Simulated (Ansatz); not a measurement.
ScGeCN in space group P3m1 (No. 156; Sc on 1b, Ge on 1c, C on 1b, N on 1c) at seven volumes, r²SCAN (plane waves, PAW; program Ansatz), shape and atoms relaxed at each. One row is withheld.

```
V (Å³/atom)  P (GPa)
-----------  -------
12.040         17.02
12.436         10.55
12.833          4.90
13.230          0.00
13.627         -4.23
14.024             ?
14.421        -10.97
```

Question: Fit the shown pressures and predict the withheld one.

Answer: Third-order Birch–Murnaghan: P = (3/2)B₀(x^(7/2) − x^(5/2))[1 + (3/4)(B′ − 4)(x − 1)] with x = (V₀/V)^(2/3). Least squares on the six rows gives V₀ = 13.231 Å³/atom, B₀ = 150.6 GPa, B′ = 3.85. At V = 14.024, x = 0.9619 and P = -7.84 GPa. The run itself gave -7.86 GPa.

The start of the workflow was typed in or built on a structure type; neither database checked (COD, Materials Project) lists it. Whether it is the stable phase at ambient conditions was not checked. Symmetry was held in the r²SCAN relaxation; whether a distortion lowers the energy is not shown. The run is not spin-polarised.

Potentials: the earlier of the program's two PAW sets. The files were generated under PBE; for other functionals the program regenerates the frozen cores, and for LDA and PBEsol the local potential too.
